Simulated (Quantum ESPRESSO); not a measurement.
# Strain and stress in NSi7

The results below are calculated, not measured. They come from pw.x of Quantum ESPRESSO 7.5, a plane-wave density functional program, with PseudoDojo standard norm-conserving files (v0.5 for PBE, v0.4.1 for LDA and PBEsol). The cells are made up: elements, strain and atom displacements were drawn at random, and nothing was relaxed. There is no spin polarisation, spin-orbit coupling or dispersion term.

The cell has 8 sites of a zincblende or diamond lattice. Sites 1 to 4 hold N Si Si Si; sites 5 to 8 hold Si Si Si Si. Cell vectors in Å: (5.595, -0.032, -0.095); (-0.032, 5.553, -0.089); (-0.095, -0.089, 5.595). Settings: PBE, cutoff 1143 eV, 6 x 6 x 6 k mesh shifted by half a step, Fermi-Dirac smearing of 0.1 eV.

Each run adds a shear xy (given as the tensor component) to one cell, with the atoms carried along; the vectors above are those of run 4. Stress is positive in tension and P is minus a third of its trace. E is the free energy for each atom above the lowest run shown.

| run | strain (%) | s_xx (GPa) | s_yy (GPa) | s_zz (GPa) | s_xy (GPa) | P (GPa) | E (meV/atom) |
| --- | --- | --- | --- | --- | --- | --- | --- |
| 1 | -2.06 | 10.64 | 10.06 | 10.70 | -2.78 | -10.47 | 8.36 |
| 2 | -1.75 | 10.70 | 10.12 | 10.73 | -2.42 | -10.52 | 6.34 |
| 4 | -0.10 | 10.89 | 10.29 | 10.82 | -0.49 | -10.67 | 0.24 |
| 5 | 0.57 | 10.91 | 10.31 | 10.83 | 0.29 | -10.68 | 0.00 |
| 6 | 1.83 | 10.85 | 10.24 | 10.79 | 1.75 | -10.63 | 3.08 |
| 7 | 2.24 | 10.81 | 10.20 | 10.76 | 2.23 | -10.59 | 5.05 |
| 3 | -0.82 | ? | ? | ? | ? | ? | ? |

A rerun of one of these cells at 1437 eV and k mesh 8 x 8 x 8 moved values by no more than 0.008 eV in the cell's energy, 0.03 GPa in stress and 0.006 eV/Å in force.

## Worked fit

A parabola through the six runs shown gives s_xy = -0.37 + 1.17 e - 0.002 e² GPa, with e in per cent and a scatter of 0.01 GPa. The slope is a stiffness of 117 ± 1 GPa for each unit of this strain at e = 0, twice a shear constant under the stress shown, since the tensor component is half the shear angle. The atoms are clamped, and relaxing them would in general lower it. The error is the larger of the fit's own and the change that a cubic makes, rounded up.

## Withheld run

Question: what s_xy should run 3 give?

The fit gives -1.33 GPa. The calculation gave -1.33 GPa.

| run | strain (%) | s_xx (GPa) | s_yy (GPa) | s_zz (GPa) | s_xy (GPa) | P (GPa) | E (meV/atom) |
| --- | --- | --- | --- | --- | --- | --- | --- |
| 3 | -0.82 | 10.83 | 10.24 | 10.80 | -1.33 | -10.62 | 1.94 |